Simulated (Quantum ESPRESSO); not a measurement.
pw.x input (Quantum ESPRESSO 7.5; PBEsol, PseudoDojo standard norm-conserving files, scalar-relativistic):

```
&CONTROL
  calculation = 'scf'
  pseudo_dir = './pseudo'
  outdir = './out'
  tprnfor = .true.
  tstress = .true.
/
&SYSTEM
  ibrav = 0
  nat = 8
  ntyp = 4
  ecutwfc = 92.0
  ecutrho = 368.0
  occupations = 'smearing'
  smearing = 'fd'
  degauss = 0.002
  nbnd = 62
/
&ELECTRONS
  conv_thr = 8e-10
/
ATOMIC_SPECIES
F 18.9984 F.upf
Cu 63.5460 Cu.upf
Sr 87.6200 Sr.upf
Te 127.6000 Te.upf
CELL_PARAMETERS angstrom
  4.276370000000   0.000000000000   0.000000000000
  0.000000000000   4.276370000000   0.000000000000
  0.000000000000   0.000000000000   9.221550000000
ATOMIC_POSITIONS crystal
F   0.500000000000   0.500000000000   0.000000000000
F   0.000000000000   0.000000000000   0.000000000000
Cu   0.500000000000   0.500000000000   0.500000000000
Cu   0.000000000000   0.000000000000   0.500000000000
Sr   0.000000000000   0.500000000000   0.852530000000
Sr   0.500000000000   0.000000000000   0.147470000000
Te   0.000000000000   0.500000000000   0.326260000000
Te   0.500000000000   0.000000000000   0.673740000000
K_POINTS automatic
6 6 4 0 0 0
```

End of the output:

```

[...]
     the Fermi energy is    10.9070 ev
!    total energy              =   -1412.07899325 Ry
     estimated scf accuracy    <          5.6E-11 Ry
     smearing contrib. (-TS)   =      -0.00000000 Ry
     internal energy E=F+TS    =   -1412.07899325 Ry
     The total energy is F=E-TS. E is the sum of the following terms:
     one-electron contribution =   -1042.21973687 Ry
     hartree contribution      =     565.44629382 Ry
     xc contribution           =    -244.99646487 Ry
     ewald contribution        =    -690.30908533 Ry
     convergence has been achieved in  12 iterations
     Forces acting on atoms (cartesian axes, Ry/au):
     atom    1 type  1   force =     0.00000000    0.00000000    0.00000000
     atom    2 type  1   force =     0.00000000    0.00000000    0.00000000
     atom    3 type  2   force =     0.00000000    0.00000000    0.00000000
     atom    4 type  2   force =     0.00000000    0.00000000    0.00000000
     atom    5 type  3   force =     0.00000000    0.00000000    0.00599654
     atom    6 type  3   force =     0.00000000    0.00000000   -0.00599654
     atom    7 type  4   force =     0.00000000    0.00000000    0.00847765
     atom    8 type  4   force =     0.00000000    0.00000000   -0.00847765
     Total force =     0.014685     Total SCF correction =     0.000043
     Computing stress (Cartesian axis) and pressure
          total   stress  (Ry/bohr**3)                   (kbar)     P=      -33.10
  -0.00023501   0.00000000   0.00000000          -34.57        0.00        0.00
   0.00000000  -0.00023501   0.00000000            0.00      -34.57        0.00
   0.00000000   0.00000000  -0.00020511            0.00        0.00      -30.17
```
In a gapped system the printed Fermi energy is only some level inside the gap.

Spin-orbit coupling is not included.

Geometry of the Materials Project entry, not relaxed at this level.
